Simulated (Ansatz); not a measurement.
Starting cell, Sn (beta-Sn type, space group I4_1/amd):

```xyz
2
Lattice="-2.9165 2.9165 1.5792 2.9165 -2.9165 1.5792 2.9165 2.9165 -1.5792" Properties=species:S:1:pos:R:3 pbc="T T T"
Sn     0.0000     2.9165     0.7896
Sn     0.0000     0.0000     0.0000
```

Scan: atom 2 (Sn, nearest neighbour Sn at 3.022 Å; its periodic images, 3.2 Å or more away, move with it) is displaced along Cartesian z, direction (0.000, 0.000, 1.000) in Cartesian axes, by s. The other atoms stay.

All values below come from PBEsol (plane waves to 420 eV, PAW, scalar-relativistic; Ansatz, a first-principles code). k mesh 13×13×13 (Γ-centred), Fermi-Dirac smearing 0.05 eV. The energy includes the smearing's −TS. With partly filled bands, energies and forces of such displacements shift with the k mesh and the smearing. Sn was relaxed with its symmetry unable to fall. The zero of ΔE is the undisplaced structure.

### Question
What ΔE (eV/cell) does the calculation give at s (Å) = -0.364, -0.182, 0.182, 0.364, 0.546, 0.728?

### Answer
| s (Å) | ΔE (eV/cell) |
|---|---|
| -0.364 | 0.0238 |
| -0.182 | 0.0065 |
| 0.182 | 0.0065 |
| 0.364 | 0.0238 |
| 0.546 | 0.0423 |
| 0.728 | 0.0524 |

(For displaced atoms, the force is minus the slope of the energy, and its curvature is a force constant, which sets phonon frequencies.)
